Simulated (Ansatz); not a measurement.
Given:

GaN:
```
CELL_PARAMETERS angstrom
      3.15182     0.00000     0.00000
     -1.57591     2.72955     0.00000
      0.00000     0.00000     5.13835
ATOMIC_POSITIONS crystal
  Ga 0.66667 0.33333 0.00082
  Ga 0.33333 0.66667 0.50082
  N  0.66667 0.33333 0.62438
  N  0.33333 0.66667 0.12438
```

This is the LDA-relaxed structure. x, y and z are the axes in which the lattice vectors are written.

**Question.** All from plane-wave PAW LDA (Ansatz code), unless another level is named. Give the band gap.

**Answer.** 2.13 eV (direct).

**Question.** And the electron effective mass?

**Answer.** 0.18, 0.20, 0.20 mₑ (principal values).

**Question.** Give the hole effective mass, band 2 of 2 at the edge.

**Answer.** 0.19 along x (mₑ).

**Question.** Next, the valence-band maximum?

**Answer.** at Γ.

**Question.** And the weight of the conduction-edge state by species (Voronoi cells)?

**Answer.** N 54 %, Ga 46 %.

**Question.** Give the weight of the valence-edge state by species (Voronoi cells).

**Answer.** N 86 %, Ga 14 %.

Space group P6_3mc (wurtzite). The cell was relaxed with LDA under the symmetry of its start; phonons on a q-mesh show no instability. Spin–orbit coupling is left out wherever it is not named.

Potentials: the later of the program's two PAW sets.
